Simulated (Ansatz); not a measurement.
The numbers come from plane-wave PAW DFT (Ansatz): r2SCAN, no spin polarisation, 500 eV, 4×4×4 Γ-centred k points, fermi-dirac occupations (width 0.1 eV). Nothing was relaxed.

Computed maps in the lattice plane spanned by b (left to right, 7.44 Å, 23 points from zero) and c (bottom to top, 7.44 Å, 23 points from zero), 60° apart, at height 0.756 along a. The fields are smooth PAW ones with compensation charges, not the true ones near nuclei.

Valence density. Digits on a logarithmic scale: 0 up to 0.03 e/Å³, each further digit a factor of 1.6, 9 from 1.3 e/Å³ up:
```
34555532211112343211112
35677754210124666531001
35788876421025789864201
35788888642125899997411
24688568853124799999631
13578648874213699899852
12468888875311479999963
10246888875310257999864
10024577765310024678763
10012345554310001345542
11111223333211111122221
22333221221223333211011
24555532111134555432101
35677764311235677754211
35788886531235788886422
35788788642135788888642
34688558863224788468753
33578757875223588658875
33468888875312468888875
43346788875311246788875
43234567765310024567765
33333345554210002345554
33443333332211111123333
```

ELF. Ten even steps from '0' (0.00) to '9' (0.89):
```
13677520000001443000000
37899985100005899730000
48999999720017999995000
48995279972018998899500
18992006996006994179930
05997001998202996018970
01799612899500699648993
00379998999610179999994
00027999998510016999984
00001478886200000268751
00110013552000110001100
03664100000002565200000
37898851000026899862000
58999997300058999997200
48999999830058998999710
17994159971038982169950
05993005995017991007982
01798001998104996002995
10389834998401799725997
20048999999610279999997
10003799998610037999986
10000157887300001588873
01121001453000000014431
```

Task: The cell is Rb$_{2}$NaYBr$_{6}$. Which atoms lie within 0.2 Å of this plane, and where (fractions of b and c)?

Result: Br at (0.24, 0.24), Br at (0.24, 0.76), Br at (0.76, 0.24), Rb at (0.75, 0.75). The whole cell:
```yaml
crystal:
  lattice:
    - [0.00000, 5.26017, 5.26017]
    - [5.26017, 0.00000, 5.26017]
    - [5.26017, 5.26017, 0.00000]
  atoms:
    - { symbol: Br, position: [0.75600, 0.24400, 0.24400] }
    - { symbol: Br, position: [0.24400, 0.75600, 0.24400] }
    - { symbol: Br, position: [0.24400, 0.75600, 0.75600] }
    - { symbol: Br, position: [0.75600, 0.24400, 0.75600] }
    - { symbol: Br, position: [0.24400, 0.24400, 0.75600] }
    - { symbol: Br, position: [0.75600, 0.75600, 0.24400] }
    - { symbol: Na, position: [0.50000, 0.50000, 0.50000] }
    - { symbol: Y, position: [0.00000, 0.00000, 0.00000] }
    - { symbol: Rb, position: [0.25000, 0.25000, 0.25000] }
    - { symbol: Rb, position: [0.75000, 0.75000, 0.75000] }
```

Origin: a known structure type with other elements, at an estimated volume, so it need not be a known compound. Caveats: atoms or cell far from equilibrium.
